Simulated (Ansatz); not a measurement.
## YbAl2Ge2, a database entry at a rescaled volume

```
CELL_PARAMETERS angstrom
2.09919 3.63590 0.00000
-2.09919 3.63590 0.00000
0.00000 0.00000 7.08788
ATOMIC_POSITIONS crystal
Yb 0.00000 0.00000 0.00000
Ge 0.33330 0.33340 0.74154
Ge 0.66670 0.66660 0.25846
Al 0.33330 0.33340 0.36800
Al 0.66670 0.66660 0.63200
```

Method: r2SCAN, with U_eff = 7.2 eV on Yb f (all-electron-ortho-atomic projectors), spin-orbit coupling; PAW, plane waves to 500 eV, 5×5×3 Γ-centred mesh, fermi-dirac occupations (width 0.0417 eV) (Ansatz 0.2.0), atoms fixed.

The state carries no moments; the state need not be the lowest.

Electronic structure: It is a metal, with about 0.51 states/eV a cell as the mean within 0.25 eV of the Fermi level, mostly Yb d (26 %), Al s (21 %) and Ge p (20 %).
Forces: The largest is on Ge2 (and as large on other atoms): 0.12 eV/Å, components (0.00, 0.00, -0.12). It makes 73° with the line to a nearest neighbour, Al5 at 2.55 Å.
Charges: Bader charges in e: Yb +1.33, Al +1.76, Ge -2.42. In the mean Al gives up most and Ge takes most.
Stress: The pressure is -1.3 GPa (compression positive), so with the atoms held at these fractions the cell would first shrink.

Origin: a database entry at a rescaled volume. Caveats: started without moments under time reversal, so no moment could form; the k mesh is coarse if the cell is a metal.
